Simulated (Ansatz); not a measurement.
**Phonon dispersion of Al₂GaP₃**

The calculation used Ansatz 0.2.0, DFT PBE, scalar-relativistic, plane waves, PAW. Plane waves to 420 eV; Γ-centred k mesh 12×12×2; fixed occupations. No spin polarisation. Phonons by linear response, acoustic sum rule imposed.

The cell, relaxed at this level:
```xyz
12
Lattice="3.8859 0.0000 0.0000 -1.9429 3.3653 0.0000 0.0000 0.0000 19.1650" Properties=species:S:1:pos:R:3 pbc="T T T"
Al    0.0000    2.2435    0.0004
Al    0.0000    2.2435   12.7733
Al    1.9429    1.1218    3.1908
Al    1.9429    1.1218    9.5829
Ga    0.0000    2.2435    6.3947
Ga    1.9429    1.1218   15.9772
P     0.0000    2.2435    2.3932
P     0.0000    2.2435    8.7893
P     0.0000    2.2435   15.1660
P     1.9429    1.1218    5.5835
P     1.9429    1.1218   11.9757
P     1.9429    1.1218   18.3718
```

It was reached by relaxing an invented guess, and it needn't be the stable form of this composition. The q mesh is coarse, so values between its points are rough. The run warned that its linear response isn't converged on this k mesh, so dielectric tensors, Born charges and infrared intensities are rough, and the frequencies may be too.

Force constants from linear response on a 2×2×1 q mesh.

(1) Is the structure dynamically stable on the q mesh?

(2) Give the frequencies (cm⁻¹) at the zone-boundary points of high symmetry (interpolated where a point lies off the q mesh).

Answers

(1) Yes, on this mesh: no mode is imaginary.

(2)
```json
{"point": "M", "q": "0.500 0.000 0.000", "frequencies": "87 92 102 113 121 122 124 135 137 143 157 168 234 243 290 294 316 317 333 333 338 341 347 350 391 391 394 394 401 402 410 410 412 412 418 423"}
{"point": "K", "q": "0.333 0.333 0.000", "frequencies": "98 98 116 116 145 148 154 154 196 203 205 212 227 227 284 284 306 306 327 327 337 337 345 346 366 366 377 377 407 407 411 412 412 414 426 426"}
{"point": "A", "q": "0.000 0.000 0.500", "frequencies": "31 31 31 31 66 66 76 76 76 76 97 97 97 97 187 187 284 284 333 333 333 333 358 358 415 415 415 415 425 425 425 425 430 430 466 466"}
{"point": "L", "q": "0.500 0.000 0.500", "frequencies": "89 89 107 107 122 122 133 133 136 136 163 163 239 239 292 292 316 316 333 333 341 341 348 348 391 391 394 394 401 401 411 411 411 411 421 421"}
{"point": "H", "q": "0.333 0.333 0.500", "frequencies": "95 95 122 122 147 147 150 150 198 198 210 210 228 228 284 284 304 304 330 330 335 335 345 345 366 366 377 377 407 407 412 412 412 412 426 426"}
```
